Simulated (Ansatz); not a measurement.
Ag:
```
CELL_PARAMETERS angstrom
      5.32924     0.00000     0.00000
     -2.66462     4.61525     0.00000
      0.00000     0.00000     5.20029
ATOMIC_POSITIONS crystal
  Ag 0.00000 0.00000 0.25301
  Ag 0.00000 0.00000 0.74699
  Ag 0.33333 0.66667 0.50000
  Ag 0.66667 0.33333 0.50000
  Ag 0.00000 0.50000 0.00000
  Ag 0.50000 0.00000 0.00000
  Ag 0.50000 0.50000 0.00000
```

Relaxed with r²SCAN. Special points in fractions of this cell's reciprocal vectors: Γ (0.000, 0.000, 0.000); M (0.500, 0.000, 0.000); K (0.333, 0.333, 0.000); A (0.000, 0.000, 0.500); L (0.500, 0.000, 0.500); H (0.333, 0.333, 0.500).

List the band energies nearest the Fermi level at these points for r²SCAN with spin–orbit coupling in the plane-wave PAW code Ansatz.

In eV from the Fermi level; about four levels below and three above (degenerate sets whole), none deeper than 8.9 eV; points with the same levels are listed once.

| k | below | above |
|---|---|---|
| Γ | -3.08 -3.08 -2.59 -2.59 | 0.21 0.21 0.95 0.95 |
| M | -3.28 -3.28 -2.86 -2.86 | 0.06 0.06 0.65 0.65 |
| K | -2.96 -2.96 -2.85 -2.85 | 1.62 1.62 2.82 2.82 2.82 2.82 |
| A | -2.99 -2.99 -2.59 -2.59 | 0.97 0.97 2.54 2.54 |
| L | -2.04 -2.04 -1.99 -1.99 | 0.91 0.91 1.47 1.47 |
| H | -1.30 -1.30 -1.27 -1.27 | 6.05 6.05 6.33 6.33 |

Space group P6/mmm. The start of the workflow was typed in or built on a structure type; neither database checked (COD, Materials Project) lists it. It is not the phase usual at ambient conditions (space group No. 225). The r²SCAN relaxation kept the symmetry of its start. At this level the phase is mechanically unstable. No spin polarisation was allowed.

Potentials: the later of the program's two PAW sets.
